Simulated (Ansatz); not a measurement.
K3NaS2O8 in space group P-3m1 (No. 164; Pearson symbol hP14), plane-wave PAW r²SCAN (Ansatz code), all energies at zero smearing, with the estimated change up to a 700 eV cutoff added, with one set of potentials and settings (totals compare only within such a set). Cell of 14 atoms (3 K, 1 Na, 2 S, 8 O): -12484.033 eV.

```tsv
element	reference phase	E (eV/atom)
K	Im-3m, 1 atoms in the cell	-1542.4813
Na	C2/m, 3 atoms in the cell	-1488.6146
S	P2/c, 32 atoms in the cell	-905.8156
O	C2/m, 4 atoms in the cell, spin-polarised	-566.0281
```

Formation energy per atom, worked out: (-12484.033 − 3×(-1542.4813) − 1×(-1488.6146) − 2×(-905.8156) − 8×(-566.0281))/14 = -2.008 eV/atom (-194 kJ per mol of atoms), at 0 K, without zero-point energy or fitted corrections.

The workflow started from a Materials Project entry (that database holds measured and hypothetical structures alike); the Crystallography Open Database files this formula in space group No. 164, but the cells were not matched. Whether it is the stable phase at ambient conditions was not checked. The r²SCAN relaxation kept the symmetry of its start; whether a distortion lowers the energy is not shown. The references are the lowest solids computed at this level, not always the standard phases (solids in place of the gases).

Potentials: the later of the program's two PAW sets.
